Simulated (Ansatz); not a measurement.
TaO$_{2}$ in space group R-3m (No. 166; Ta on 3a, O on 6c) at seven volumes, PBE+D3(BJ) (plane waves, PAW; program Ansatz), shape and atoms relaxed at each. One row is withheld.

```json
[
 {"V (Å³/atom)": "11.328", "P (GPa)": "6.83"},
 {"V (Å³/atom)": "11.701", "P (GPa)": "3.85"},
 {"V (Å³/atom)": "12.075", "P (GPa)": "1.54"},
 {"V (Å³/atom)": "12.448", "P (GPa)": "-0.01"},
 {"V (Å³/atom)": "12.822", "P (GPa)": "-1.04"},
 {"V (Å³/atom)": "13.195", "P (GPa)": "?"},
 {"V (Å³/atom)": "13.569", "P (GPa)": "-2.08"}
]
```

Fit the shown pressures and predict the withheld one.

Third-order Birch–Murnaghan: P = (3/2)B₀(x^(7/2) − x^(5/2))[1 + (3/4)(B′ − 4)(x − 1)] with x = (V₀/V)^(2/3). Least squares on the six rows gives V₀ = 12.449 Å³/atom, B₀ = 43.16 GPa, B′ = 12.03. At V = 13.195, x = 0.9619 and P = -1.72 GPa. The run itself gave -1.73 GPa.

The cell is a constructed one: a structure type filled with these elements; neither database checked (COD, Materials Project) lists it. Its standing as an ambient phase is unchecked. The cell was relaxed with PBE+D3(BJ) under the symmetry of its start; its stability against distortions is not shown here. No spin polarisation was allowed. Spin–orbit coupling is left out wherever it is not named.

Potentials: the earlier of the program's two PAW sets.
